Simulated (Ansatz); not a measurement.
NaTlO:
```
CELL_PARAMETERS angstrom
      3.48563     0.00000     0.00000
     -1.74281     3.01864     0.00000
      0.00000     0.00000    11.43008
ATOMIC_POSITIONS crystal
  Na 0.66667 0.33333 0.89413
  Na 0.33333 0.66667 0.39413
  Tl 0.33333 0.66667 0.11519
  Tl 0.66667 0.33333 0.61519
  O  0.00000 0.00000 0.99069
  O  0.00000 0.00000 0.49069
```

Relaxed with r²SCAN.

### Question
Give the Bader charges and basin volumes of the independent atoms, r²SCAN in the plane-wave PAW code Ansatz.

### Answer


| atom | Bader charge (e) | Bader volume (Å³) |
|---|---|---|
| Na1 | +0.85 | 10.1 |
| Tl3 | +0.47 | 32.1 |
| O5 | -1.32 | 18.0 |

Space group P6_3mc. The workflow started from a Materials Project entry (that database holds measured and hypothetical structures alike); the Crystallography Open Database copy checked does not list it. Its standing as an ambient phase is unchecked. The cell was relaxed with r²SCAN under the symmetry of its start; whether a distortion lowers the energy is not shown. Scalar-relativistic: spin–orbit coupling is off unless named, which matters more the heavier the elements.

Potentials: the later of the program's two PAW sets.
